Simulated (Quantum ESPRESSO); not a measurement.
# HfZrTi2O8: convergence and cost over cutoff and k mesh

A calculation, not a measurement. The program is pw.x of Quantum ESPRESSO 7.5 (plane-wave density functional theory). The cell is made up: 12 atoms on a rutile lattice, with randomly drawn elements, strain and displacements, not relaxed. PseudoDojo standard norm-conserving files (v0.5 for PBE, v0.4.1 for LDA and PBEsol) set the functional; there is no spin polarisation, spin-orbit coupling or dispersion term, and the masses in the input are unused placeholders. A spin-polarised start on this cell or one of its family kept no moment.

The hafnium pseudopotential is less sure than the others, with forces about 3 percent (worst 6) and pressure in oxides about 1.5 GPa (worst 2.7) from a second method in checks, which no rerun with the same files tests.

Input of the run in row 2:

```
&control calculation='scf', pseudo_dir='./dojo.nc.sr.pbe.v0_5.standard.upf', outdir='./o', disk_io='low', tprnfor=.true., tstress=.true. /
&system ibrav=0, nat=12, ntyp=4, nbnd=54, ecutwfc=84.00895049, nosym=.true., tot_charge=0,
 occupations='smearing', smearing='fd', degauss=0.0018374661
/
&electrons conv_thr=7.350e-09, electron_maxstep=60, /
ATOMIC_SPECIES
Hf 1.0 Hf.upf
O 1.0 O.upf
Ti 1.0 Ti.upf
Zr 1.0 Zr.upf
CELL_PARAMETERS angstrom
4.6751 0.0 0.0
0.0 4.6751 0.0
0.0 0.0 6.0945
ATOMIC_POSITIONS angstrom
Hf 0.0606 0.0676 0.0817
Zr 2.2845 2.3537 1.4683
Ti 0.0293 -0.0575 2.9706
Ti 2.2927 2.3652 4.5254
O 1.4232 1.459 0.0025
O 3.3322 3.2725 0.0242
O 3.8624 0.8883 1.6073
O 0.8312 3.7411 1.5021
O 1.4451 1.4876 2.9995
O 3.2804 3.2148 3.0215
O 3.6945 0.9828 4.5263
O 0.9098 3.826 4.5933
K_POINTS automatic
5 5 4 1 1 1
```

The same cell was run at these settings. Meshes are shifted by half a step, and differences are from the last row, which is itself not exact.

```
cutoff (eV)     k mesh  k points solved  threshold (eV)  free energy less the last row's (eV)  pressure (GPa)  largest stress difference (GPa)  largest force difference (eV/Å)  iterations  wall time (s)  k-point pools                  processor
        800  2 x 2 x 2                4           1e-04                                 1.393            7.92                            12.25                            0.081          14             18              4  Intel Xeon, 2023 or later
       1143  5 x 5 x 4               50           1e-07                                 0.003           19.75                             0.04                            0.002          20            260              4  Intel Xeon, 2023 or later
       1467  7 x 7 x 6              147           1e-07                                 0.000           19.79                             0.00                            0.000          19            934              4  Intel Xeon, 2023 or later
```

Each pool is one process. Wall times include start-up and a band step at six k points, which weighs most on the coarsest meshes. The runs were on shared virtual cores whose load varied, so times are rough.